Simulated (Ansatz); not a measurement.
Li:
```
CELL_PARAMETERS angstrom
      2.73407     0.00000     0.00000
      0.00000     2.73407     0.00000
      0.00000     0.00000     2.73407
ATOMIC_POSITIONS crystal
  Li 0.00000 0.00000 0.00000
```

Relaxed with PBE. Special points in fractions of this cell's reciprocal vectors: Γ (0.000, 0.000, 0.000); X (0.000, 0.500, 0.000); M (0.500, 0.500, 0.000); R (0.500, 0.500, 0.500).

### Question
List the band energies nearest the Fermi level at these points for plane-wave PAW PBE (Ansatz code).

### Answer
In eV from the Fermi level; about four levels below and three above (degenerate sets whole), none deeper than 8.9 eV; … stands for higher levels left out; points with the same levels are listed once.

| k | below | above |
|---|---|---|
| Γ | -3.49 | … |
| X | -0.69 | 2.01 … |
| M | – | 3.18 3.18 … |
| R | – | … |

Space group Pm-3m (simple cubic). A made-up cell: these elements were put on the sites of a structure type; neither database checked (COD, Materials Project) lists it. It is not the phase usual at ambient conditions (space group No. 229). The cell was relaxed with PBE under the symmetry of its start. At this level the phase is dynamically unstable (imaginary phonons).

Potentials: the later of the program's two PAW sets.
